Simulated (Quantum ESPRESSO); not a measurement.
# Cheap against tight settings: CaO

```yaml
crystal:
  lattice:
    - [0.00000, 2.40355, 2.40355]
    - [2.40355, 0.00000, 2.40355]
    - [2.40355, 2.40355, 0.00000]
  atoms:
    - { symbol: Ca, position: [0.00000, 0.00000, 0.00000] }
    - { symbol: O, position: [0.50000, 0.50000, 0.50000] }
```
The cell comes from the Materials Project (a computed structure). It is CaO in Fm-3m. Stability against distortions was not tested.

Method: σ by GIPAW with PBE in a modified build of Quantum ESPRESSO, on JTH PAW datasets. The cutoff rises from row to row, with the meshes as listed. Costs are rough, from a shared machine. Shieldings are absolute and leave out the bulk-susceptibility term; a larger σ means a smaller chemical shift. PBE places the empty d or f states of Ca too low, which is known to distort σ on and beside such ions.

```csv
setting,cutoff (Ha),k-mesh,σ_iso Ca (ppm),σ_iso O (ppm),f-sum rule missed by (%),rough cost ratio
A,15.5,5×5×5 through Γ,951.8,-149.9,0.07,about 1
B,17.5,4×4×4 shifted,955.7,-151.1,0.10,about 1
C,22.5,6×6×6 shifted,957.8,-153.4,0.00,3
D,32.5,9×9×9 shifted,958.0,-153.1,0.00,20
```

Largest change from the last row but one to the last: σ_iso O (ppm) by 0.3.
